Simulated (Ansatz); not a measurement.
Given:

BeS:
```
CELL_PARAMETERS angstrom
      8.95232     0.00000     0.00000
      0.00000     3.43421     0.00000
      0.00000     0.00000     5.78747
ATOMIC_POSITIONS crystal
  Be 0.23829 0.25000 0.98723
  Be 0.26171 0.75000 0.48723
  Be 0.76171 0.75000 0.01277
  Be 0.73829 0.25000 0.51277
  S  0.80107 0.25000 0.84432
  S  0.69893 0.75000 0.34432
  S  0.19893 0.75000 0.15568
  S  0.30107 0.25000 0.65568
```

This is the PBE-relaxed structure. Tensor components refer to the Cartesian frame of this cell.

All from PBE in the plane-wave PAW code Ansatz, unless another level is named. Estimate the hole effective mass.

1.2, 4.4, 13 mₑ (principal values).

And the formation energy from the elements (no fitted shifts)?

-0.87 eV/atom.

Next, the electron effective mass?

0.42, 1.3, 1.5 mₑ (principal values).

Give the conduction-band minimum.

off the standard path, at k = (0.000, 0.484, 0.271).

Space group Pnma. A made-up cell: these elements were put on the sites of a structure type; neither database checked (COD, Materials Project) lists it. COD files the formula under space group No. 216, so this cell is another polymorph or a model. Its standing as an ambient phase is unchecked. Symmetry was held in the PBE relaxation; whether a distortion lowers the energy is not shown. A crystal of weakly bound layers computed without a dispersion correction: the cell and the soft elastic constants depend strongly on that. The references are the lowest solids computed at this level, not always the standard phases.

Potentials: the later of the program's two PAW sets.

Edges and masses are those of Kohn–Sham bands, whose gap is no quasiparticle gap.
